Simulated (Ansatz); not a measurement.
BaTiO₃ (cubic perovskite)

```
BaTiO3
1.0
    4.01924     0.00000     0.00000
    0.00000     4.01924     0.00000
    0.00000     0.00000     4.01924
Ba Ti O
1 1 3
Direct
  0.00000   0.00000   0.00000
  0.50000   0.50000   0.50000
  0.00000   0.50000   0.50000
  0.50000   0.50000   0.00000
  0.50000   0.00000   0.50000
```

A phonon eigenvector at Γ is frozen into this cell: atom i moves by Q times the vector below, so Q is the largest atomic displacement, in Å. The cell is held. It is one choice among 3 degenerate patterns.

```json
[
 {"atom": "Ba1", "x": "0.000", "y": "0.000", "z": "-0.006"},
 {"atom": "Ti2", "x": "0.000", "y": "0.000", "z": "-0.612"},
 {"atom": "O3", "x": "0.000", "y": "0.000", "z": "0.440"},
 {"atom": "O4", "x": "0.000", "y": "0.000", "z": "1.000"},
 {"atom": "O5", "x": "0.000", "y": "0.000", "z": "0.440"}
]
```

The numbers are results of PBE (plane waves to 420 eV, PAW, scalar-relativistic; Ansatz, a program for electronic structure), not measurements. k mesh 8×8×8 (Γ-centred), fixed occupations. BaTiO3 is run without spin polarisation. BaTiO3 was relaxed with its symmetry unable to fall. This is a high-temperature form of BaTiO3. The zero of ΔE is the undisplaced structure.

| Q (Å) | ΔE (meV/cell) |
|---|---|
| -0.1760 | 59.6 |
| -0.1467 | 3.0 |
| -0.1173 | -19.0 |
| -0.0880 | -20.3 |
| -0.0587 | withheld |
| -0.0293 | -3.6 |
| 0.0000 | 0.0 |
| 0.0293 | -3.6 |
| 0.0587 | withheld |
| 0.0880 | -20.3 |
| 0.1173 | -19.0 |
| 0.1467 | 3.0 |
| 0.1760 | 59.6 |

Task: Fit an even polynomial form (powers 2, 4, 6) to the given rows and predict ΔE at Q = -0.0587.

Result: Least squares on the 11 given rows: ΔE = (-4249)·Q² + (214900)·Q⁴ + (-503400)·Q⁶, in meV/cell with Q in Å; root-mean-square residual 0.07 meV/cell. At -0.0587 the fit gives -12.1 meV/cell; the calculation gives -12.3 meV/cell, so the interpolation is off by 0.2 (+1.6 %). The quadratic term alone would give -14.6 meV/cell: it is negative, as the undisplaced cell is unstable along this move.

(A displaced cell: forces are minus the slopes of the energy, force constants its curvatures, and phonons follow from these.)
